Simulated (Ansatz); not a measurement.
Mo₃Ir:
```xyz
4
Lattice="3.9366 0.0000 0.0000 0.0000 3.9366 0.0000 0.0000 0.0000 3.9366" Properties=species:S:1:pos:R:3 pbc="T T T"
Mo     0.0000     1.9683     1.9683
Mo     1.9683     1.9683     0.0000
Mo     1.9683     0.0000     1.9683
Ir     0.0000     0.0000     0.0000
```

This is the r²SCAN-relaxed structure.

**Question.** All from DFT-r²SCAN in the program Ansatz with PAW potentials, unless another level is named. Estimate the Young's modulus.

**Answer.** 280 GPa.

**Question.** Next, the elastic constants (relaxed ions, GPa)?

**Answer.** C11 = 376, C12 = 251, C44 = 148.

Space group Pm-3m (Cu3Au type). The cell is a constructed one: a structure type filled with these elements; neither database checked (COD, Materials Project) lists it. Its standing as an ambient phase is unchecked. The cell was relaxed with r²SCAN under the symmetry of its start; whether a distortion lowers the energy is not shown. The run is not spin-polarised. As this level gives no gap, shear constants depend on the k-mesh and smearing (Fermi–Dirac, 0.1 eV here). Scalar-relativistic: spin–orbit coupling is off unless named, which matters more the heavier the elements.

Potentials: the earlier of the program's two PAW sets.
